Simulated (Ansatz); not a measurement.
YN (rock salt, Fm-3m) under volume change, LDA in the plane-wave PAW code Ansatz, shape and atoms relaxed at each volume.

```json
[
 {"V (Å³/atom)": "12.736", "E − E(relaxed) (meV/atom)": "75.9", "P (GPa)": "20.93"},
 {"V (Å³/atom)": "13.156", "E − E(relaxed) (meV/atom)": "31.9", "P (GPa)": "12.84"},
 {"V (Å³/atom)": "13.576", "E − E(relaxed) (meV/atom)": "7.5", "P (GPa)": "5.92"},
 {"V (Å³/atom)": "13.995", "E − E(relaxed) (meV/atom)": "0.0", "P (GPa)": "0.00"},
 {"V (Å³/atom)": "14.415", "E − E(relaxed) (meV/atom)": "6.8", "P (GPa)": "-5.07"},
 {"V (Å³/atom)": "14.835", "E − E(relaxed) (meV/atom)": "25.9", "P (GPa)": "-9.41"},
 {"V (Å³/atom)": "15.255", "E − E(relaxed) (meV/atom)": "55.5", "P (GPa)": "-13.12"}
]
```

### Question
What does a third-order Birch–Murnaghan fit give for V₀, B₀ and B′?

### Answer
V₀ = 14.00 Å³/atom, B₀ = 182 GPa, B′ = 4.2.

Symmetry was held in the LDA relaxation. No spin polarisation was allowed.

Potentials: the later of the program's two PAW sets.
